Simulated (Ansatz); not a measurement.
# Property card for MoRu

MoRu:
```
MoRu
1.0
    0.00000     2.52143     2.52143
    2.52143     0.00000     2.52143
    2.52143     2.52143     0.00000
Ru Mo
1 1
Direct
  0.00000   0.00000   0.00000
  0.50000   0.50000   0.50000
```

Space group Fm-3m (No. 225), rock salt; conventional cell a = b = c = 5.043 Å, α = β = γ = 90.00°.

Method: PBEsol in the plane-wave PAW code Ansatz. Structure relaxed to zero pressure with the same functional. Other levels are named where they apply.

Cell and energy:

| Item | Result |
|---|---|
| Volume per atom | 16.03 Å³ |
| Density | 10.20 g/cm³ |
| Formation energy from the elements (no fitted shifts) | 945 meV/atom |

Electronic structure:

| Quantity | Result |
|---|---|
| Electronic character | metallic (no gap) |
| Density of states at the Fermi level | 0.94 states/eV per atom (mean over ±0.08 eV) |
| Gap with spin–orbit coupling | none (metallic) |

Mechanics:

| Quantity | Result |
|---|---|
| Bulk modulus (Birch–Murnaghan fit) | 236 GPa |
| Pressure derivative B′ | 4.4 |
| Elastic constants (relaxed ions, GPa) | C11 = 286, C12 = 211, C44 = -27.4 |
| Mechanical stability | unstable (C has a negative eigenvalue) |

Phonons:

| Quantity | Result |
|---|---|
| Highest zone-centre frequency | 91 cm^-1 |
| Zone-centre stability | no imaginary mode at Γ |

The start of the workflow was typed in or built on a structure type; neither database checked (COD, Materials Project) lists it. Its standing as an ambient phase is unchecked. The PBEsol relaxation kept the symmetry of its start. The run is not spin-polarised. Its formation energy is positive at this level, so the cell may be metastable or incomplete. As this level gives no gap, shear constants depend on the k-mesh and smearing (Fermi–Dirac, 0.1 eV here). As this level gives no gap, phonon frequencies hold no LO–TO term and depend on the k-mesh and smearing (Fermi–Dirac, 0.1 eV here). The references are the lowest solids computed at this level, not always the standard phases. Scalar-relativistic: spin–orbit coupling is off unless named, which matters more the heavier the elements.

Potentials: the later of the program's two PAW sets.
